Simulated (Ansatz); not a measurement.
YAlSi:
Space group Cmcm (No. 63); a = 3.989 Å, b = 10.334 Å, c = 5.704 Å, α = β = γ = 90.00°

| atom | site | symmetry | x | y | z |
|---|---|---|---|---|---|
| Y | 4c | m2m | 0.0000 | 0.3054 | 0.2500 |
| Si | 4c | m2m | 0.0000 | 0.5987 | 0.2500 |
| Al | 4a | 2/m.. | 0.0000 | 0.0000 | 0.0000 |
(The calculation used a cell of 6 atoms; values per cell refer to that cell.)

Relaxed at zero pressure with plane-wave PAW r²SCAN (Ansatz code).

Task: The volume is lowered by 6 % and shape and atoms relax at that volume. What pressure results, and how do the axes share the change?

Result: 6.5 GPa; a -1.9 %, b -2.2 %, c -2.0 %; the energy rises by 23 meV/atom.

Task: Give the new structure.

Result: 
Space group Cmcm (No. 63); a = 3.913 Å, b = 10.112 Å, c = 5.588 Å, α = β = γ = 90.00°

| atom | site | symmetry | x | y | z |
|---|---|---|---|---|---|
| Y | 4c | m2m | 0.0000 | 0.3040 | 0.2500 |
| Si | 4c | m2m | 0.0000 | 0.5981 | 0.2500 |
| Al | 4a | 2/m.. | 0.0000 | 0.0000 | 0.0000 |

The phase is kept; no other phase was compared at this pressure.

The workflow started from an entry of the Crystallography Open Database (COD). Its standing as an ambient phase is unchecked. The cell was relaxed with r²SCAN under the symmetry of its start; its stability against distortions is not shown here. The run is not spin-polarised.

Potentials: the later of the program's two PAW sets.
